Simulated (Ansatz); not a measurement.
ZnHgTe2:
```cif
data_Hg3Te6Zn3
_chemical_formula_sum 'Zn3 Hg3 Te6'
_space_group_name_H-M_alt 'R3m :H'
_space_group_IT_number 160
_space_group_name_Hall 'R 3 -2"'
_cell_length_a 4.39132
_cell_length_b 4.39132
_cell_length_c 21.58307
_cell_angle_alpha 90.000
_cell_angle_beta 90.000
_cell_angle_gamma 120.000
loop_
_atom_site_label
_atom_site_type_symbol
_atom_site_symmetry_multiplicity
_atom_site_Wyckoff_symbol
_atom_site_fract_x
_atom_site_fract_y
_atom_site_fract_z
_atom_site_occupancy
Zn1 Zn 3 a 0.00000 0.00000 0.50113 1
Hg1 Hg 3 a 0.00000 0.00000 0.99794 1
Te1 Te 3 a 0.00000 0.00000 0.86999 1
Te2 Te 3 a 0.00000 0.00000 0.38092 1
```
(The calculation used a cell of 4 atoms; values per cell refer to that cell.)

This is the LDA-relaxed structure.

Problem. All from LDA in the plane-wave PAW code Ansatz, unless another level is named. Estimate the electronic character.

Solution. no gap, with almost no states at the Fermi level (zero-gap or semimetallic).

Problem. And the formation energy from the elements (no fitted shifts)?

Solution. -0.24 eV/atom.

The first step of the workflow began from a Materials Project structure, measured or hypothetical; the Crystallography Open Database copy checked does not list it. Whether it is the stable phase at ambient conditions was not checked. The cell was relaxed with LDA under the symmetry of its start; its stability against distortions is not shown here. The references are the lowest solids computed at this level, not always the standard phases. Spin–orbit coupling is left out wherever it is not named.

Potentials: the later of the program's two PAW sets.
